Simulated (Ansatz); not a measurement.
Input and output of a single-point calculation on PbO2 (rutile) (the plane-wave code Ansatz, HSE06). The cell was relaxed with r2SCAN and then strained (uniaxial +2.0 % along z, other directions held), with the atoms relaxed again with r2SCAN; k points keep the names of the unstrained zone.

Input (YAML):
```yaml
crystal:
  lattice:
    - [4.9838460811, 0.0, 0.0]
    - [0.0, 4.9838460811, 0.0]
    - [0.0, 0.0, 3.4757747491]
  atoms:
    - { symbol: Pb, position: [0.0, 0.0, 0.0] }
    - { symbol: Pb, position: [0.5, 0.5, 0.5] }
    - { symbol: O, position: [0.3077420961, 0.3077420961, 0.0] }
    - { symbol: O, position: [0.1922579039, 0.8077420961, 0.5] }
    - { symbol: O, position: [0.8077420961, 0.1922579039, 0.5] }
    - { symbol: O, position: [0.6922579039, 0.6922579039, 0.0] }
kpoints:
  mp_grid: { grid: [4, 4, 4] }
  band_path:
    path:
      - [0.0, 0.0, 0.0]
      - [0.0, 0.5, 0.0]
      - [0.5, 0.5, 0.0]
      - [0.0, 0.0, 0.5]
      - [0.0, 0.5, 0.5]
      - [0.5, 0.5, 0.5]
      - [-0.073242, -0.073242, 0.093424]
      - [-0.092611, -0.092611, -0.07373]
    npoints: 1
hamiltonian:
  xc: hse06
scf:
  occupations: { method: fermi_dirac, width: 0.02 }
  n_extra_bands: 5
output:
  forces: true
  stress: true
  eigenvalues: true
```

Wall time 64 s on 1 × NVIDIA H100 80GB HBM3 with 2 threads of AMD EPYC 7R13 Processor (Zen 3), with other jobs on the host; peak host memory 2.2 GiB.

What the program printed (shortened):
```
scf.n_extra_bands = 5 over 26 filled bands (N_el = 52.0): the run solves 31 bands
Functional definition: HSE06
Crystal: 6 atoms, lattice volume = 86.334 Å³
Basis set: ecut = 420 eV, 1695 PW (Γ)
Symmetry: 16 space group operations
Space group: P42/mnm (ITA 136)
k-points: 18 of 64
[warm-up without exact exchange]
SCF 1 stopped early in 5 iterations: F = -26077.449079 eV  dr2 = 2.84e-7
[exact exchange on]
Exchange kernel: α = 0.2500, screened, ω = 0.2079 Å⁻¹, Wigner–Seitz truncation, v(0) = 1035.2435 eV·Å³, q-mesh 4×4×4
preconditioner: auto → none  [σ=0.020 eV  ℏωp=28.8 eV]
SCF 2 stopped early in 6 iterations: F = -26083.179998 eV  dr2 = 7.26e-6
hybrid outer 1: dexx = +3.622e-2 eV, tail = 5.69e-5 eV
SCF 3 converged in 6 iterations: F = -26083.179744 eV  dr2 = 4.59e-10
hybrid outer 2: dexx = +6.558e-7 eV, tail = 1.38e-8 eV, Δε = 2.88e-3 eV, ΔF = 6.01e-4 eV/Å
hybrid SCF converged: 2 outer / 12 inner (+5 warm-up)
Free energy (F): -26083.179744 eV
Internal energy: -26083.178332 eV  (E = F + TS)
E sigma→0 (E₀):  -26083.179038 eV
Entropy (-TS):   -0.001412 eV (-0.235 meV/atom)
Fermi energy:    6.585899 eV
--- Forces (eV/Å), atoms counted from 1 ---
  atom   1  Pb      0.00000      0.00000      0.00000
  atom   2  Pb      0.00000      0.00000      0.00000
  atom   3  O       0.01762      0.01762      0.00000
  atom   4  O     -0.01762      0.01762      0.00000
  atom   5  O       0.01762    -0.01762      0.00000
  atom   6  O     -0.01762    -0.01762      0.00000
--- Stress (GPa, compression-positive) ---
       -4.806521       0.000000       0.000000
        0.000000      -4.806521       0.000000
        0.000000       0.000000      -8.957769
  P = ⅓ Tr σ = -6.1903 GPa (-61.903 kbar)
```

Levels at the listed points, from bands.tsv (eV from the Fermi energy, bands near the gap, counted from 0):
```tsv
# k_distance	band_21	band_22	band_23	band_24	band_25	band_26	band_27	band_28	band_29
# fermi_ev = 6.585922
# [0, 0, 0] at k_distance = 0.000000
# [0, 0.5, 0] at k_distance = 0.630355
# [0.5, 0.5, 0] at k_distance = 1.260710
# [0, 0, 0.5] at k_distance = 2.530217
# [0, 0.5, 0.5] at k_distance = 3.160572
# [0.5, 0.5, 0.5] at k_distance = 3.790927
# [-0.073242, -0.073242, 0.093424] at k_distance = 5.049795
# [-0.092611, -0.092611, -0.07373] at k_distance = 5.353928
# levels_relative_to = fermi_ev
0.000	-0.667	-0.667	-0.549	-0.549	-0.377	-0.164	5.643	7.255	7.255
0.630	-1.438	-0.570	-0.570	-0.483	-0.483	3.650	3.650	7.871	7.871
1.261	-1.658	-0.725	-0.725	-0.609	-0.609	4.062	4.062	8.162	8.162
2.530	-1.907	-1.388	-1.388	-1.064	-1.064	5.181	5.181	10.605	10.605
3.161	-1.305	-0.998	-0.998	-0.022	-0.022	5.544	5.544	8.937	8.937
3.791	-1.656	-0.837	-0.837	-0.766	-0.766	4.150	4.150	9.943	9.943
5.050	-0.946	-0.913	-0.557	-0.536	-0.240	0.785	5.651	7.626	7.649
5.354	-0.854	-0.807	-0.564	-0.557	-0.238	0.741	5.571	7.531	7.564
```
In order the rows are Γ, X, M, Z, R, A, (-0.073, -0.073, 0.093), (-0.093, -0.093, -0.074).

HSE06 gives no gap: the lowest nominally empty band dips 0.14 eV below the top of the last filled one (its bottom at Γ, the top at R), so the cell is a metal or semimetal at this level. (Only one starting filling was tried, which a hybrid may keep.) The gap is the least over the mesh and the extra points. With the atoms held, the mean pressure is -6.2 GPa (compression positive). The stress of a hybrid is loosely converged here. The largest force is 0.02 eV/Å.

(Simulation; spin polarisation is off.)

No spin-orbit coupling is included; it can move band edges with weight on the heavy atoms by tenths of an eV.

The meshes of the hybrids are coarse, so their gaps aren't converged to the digits shown.
